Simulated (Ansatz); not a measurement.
# TiNiAs, first-principles data

TiNiAs:
```cif
data_As4Ni4Ti4
_chemical_formula_sum 'Ti4 Ni4 As4'
_space_group_name_H-M_alt 'Pnma'
_space_group_IT_number 62
_space_group_name_Hall '-P 2ac 2n'
_cell_length_a 6.21335
_cell_length_b 3.70217
_cell_length_c 7.09876
_cell_angle_alpha 90.000
_cell_angle_beta 90.000
_cell_angle_gamma 90.000
loop_
_atom_site_label
_atom_site_type_symbol
_atom_site_symmetry_multiplicity
_atom_site_Wyckoff_symbol
_atom_site_fract_x
_atom_site_fract_y
_atom_site_fract_z
_atom_site_occupancy
Ti1 Ti 4 c 0.02461 0.25000 0.32200 1
Ni1 Ni 4 c 0.14875 0.25000 0.93489 1
As1 As 4 c 0.23159 0.75000 0.12096 1
```

Space group Pnma (No. 62); conventional cell a = 6.2134 Å, b = 3.7022 Å, c = 7.0988 Å, α = 90.00°, β = 90.00°, γ = 90.00°.

Method: plane-wave PAW r²SCAN (Ansatz code). The cell and atoms are relaxed at this level. Other levels are named where they apply.

**Cell and energy**

Volume per atom: 13.61 Å³
Density: 7.38 g/cm³

**Electronic structure**

- Electronic character = metallic (no gap)
- Density of states at the Fermi level = 0.62 states/eV per atom (mean over ±0.08 eV)

The workflow started from a Materials Project entry (that database holds measured and hypothetical structures alike); the Crystallography Open Database copy checked does not list it. Its standing as an ambient phase is unchecked. The cell was relaxed with r²SCAN under the symmetry of its start; its stability against distortions is not shown here. The run is not spin-polarised. Spin–orbit coupling is left out wherever it is not named.

Potentials: the later of the program's two PAW sets.
